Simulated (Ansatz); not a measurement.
Ga3Mo:
```xyz
4
Lattice="3.9669 0.0000 0.0000 0.0000 3.9669 0.0000 0.0000 0.0000 3.9669" Properties=species:S:1:pos:R:3 pbc="T T T"
Ga     0.0000     1.9835     1.9835
Ga     1.9835     1.9835     0.0000
Ga     1.9835     0.0000     1.9835
Mo     0.0000     0.0000     0.0000
```

Relaxed with PBE. Special points in fractions of this cell's reciprocal vectors: Γ (0.000, 0.000, 0.000); X (0.000, 0.500, 0.000); M (0.500, 0.500, 0.000); R (0.500, 0.500, 0.500).

Question: List the band energies nearest the Fermi level at these points for DFT-PBE in the program Ansatz with PAW potentials.

Answer: In eV from the Fermi level; about four levels below and three above (degenerate sets whole), none deeper than 8.9 eV; points with the same levels are listed once.

| k | below | above |
|---|---|---|
| Γ | -2.44 -2.44 -2.44 -0.57 -0.57 -0.57 | 2.55 2.73 2.73 |
| X | -3.09 -1.10 -0.50 -0.18 | 1.26 1.26 2.35 |
| M | -5.54 -2.34 -2.34 -0.03 | 0.15 0.28 1.81 |
| R | -5.25 -3.60 -3.60 -3.60 | 0.22 0.22 1.52 |

Space group Pm-3m (Cu3Au type). A made-up cell: these elements were put on the sites of a structure type; neither database checked (COD, Materials Project) lists it. Whether it is the stable phase at ambient conditions was not checked. The PBE relaxation kept the symmetry of its start; its stability against distortions is not shown here. No spin polarisation was allowed. Spin–orbit coupling is left out wherever it is not named.

Potentials: the earlier of the program's two PAW sets.
